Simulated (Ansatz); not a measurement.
Ta₄C₃ (Pm-3m), generalised stacking fault

All numbers below come from DFT r2SCAN, scalar-relativistic, plane waves, PAW in Ansatz. Cutoff 500 eV, Γ-centred 9×9×5 k-points, Gaussian smearing of 0.15 eV. Spin–orbit coupling is left out, which can shift energies with elements as heavy as these. No spin polarisation. Energies are free energies at this smearing, counted from the undisturbed cell; pressure is positive in compression.

Zero of the scan (relaxed at this level; it needn't be the usual structure):

```
CELL_PARAMETERS angstrom
0.00000 -4.42479 0.00000
0.00000 0.00000 -4.42479
8.84959 0.00000 0.00000
ATOMIC_POSITIONS crystal
Ta 0.50000 0.50000 0.87500
Ta 0.50000 0.50000 0.37500
Ta 0.00000 0.50000 0.12500
Ta 0.00000 0.50000 0.62500
Ta 0.50000 0.00000 0.12500
Ta 0.50000 0.00000 0.62500
Ta 0.00000 0.00000 0.37500
Ta 0.00000 0.00000 0.87500
C 0.00000 0.00000 0.12500
C 0.00000 0.00000 0.62500
C 0.50000 0.00000 0.87500
C 0.50000 0.00000 0.37500
C 0.00000 0.50000 0.37500
C 0.00000 0.50000 0.87500
```

The cut lies on the cell's a–b face, a (1 0 0) plane (indices in the standard cell, whose axes needn't be the Cartesian ones shown) of area 19.58 Å², between layers 2.21 Å apart. Vector c is tilted by f times 1·a − 1·b (length 6.258 Å) with the atoms' Cartesian places fixed: one unrelaxed fault a cell. The cell is metallic on the mesh throughout.

**Question.** Over the sampled range (0.0000 to 0.5000), is the undisturbed cell the lowest point?

**Answer.** No: the energy is lower at f = 0.5000, -362 in γ (mJ/m²).

The scan:

```csv
f,γ (mJ/m²)
0.0000,0
0.0833,788
0.1667,2426
0.2500,3279
0.3333,2313
0.4167,526
0.5000,-362
```

Cost: 7 runs of about 25 core-minutes in all, on Oxide Virtual Turin-like Processor (Zen 5) (shared hosts).